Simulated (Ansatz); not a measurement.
Consider the following.

TiC (rock salt)

```yaml
crystal:
  lattice:
    - [0.00000, 4.33303, 4.33303]
    - [2.16652, 0.00000, 2.16652]
    - [2.16652, 2.16652, 0.00000]
  atoms:
    - { symbol: C, position: [0.00000, 0.00000, 0.00000] }
    - { symbol: C, position: [0.50000, 0.00000, 0.00000] }
    - { symbol: Ti, position: [0.25000, 0.50000, 0.50000] }
    - { symbol: Ti, position: [0.75000, 0.50000, 0.50000] }
```

In each cell atom 3 (Ti, nearest neighbour C at 2.167 Å; its periodic images, 3.1 Å or more away, move with it) moves by s·(0.707, 0.707, 0.000) (along Cartesian [110]), the rest being held.

Method: PBE (plane waves to 420 eV, PAW, scalar-relativistic; Ansatz, an electronic-structure program). k mesh 15×15×15 (Γ-centred), Fermi-Dirac smearing 0.05 eV. The energy includes the smearing's −TS. With partly filled bands, energies and forces of such displacements shift with the k mesh and the smearing. TiC is run without spin polarisation. TiC was relaxed with its symmetry unable to fall. The zero of ΔE is the undisplaced structure.

The scan covers s from -0.220 to 0.220 Å in 11 points.

Q: Is this a single well or a double well?

A: A single well with its minimum at or next to zero displacement.

Q: Is the energy the same for equal positive and negative displacements?

A: Even: the same for both signs. With its periodic images moving along, the atom's site symmetry in this cell is -3m.

Q: What is the force constant k = d²E/ds² of this move at s = 0?

A: 10.4 eV/Å².

(For displaced atoms, the force is minus the slope of the energy, and its curvature is a force constant, which sets phonon frequencies.)
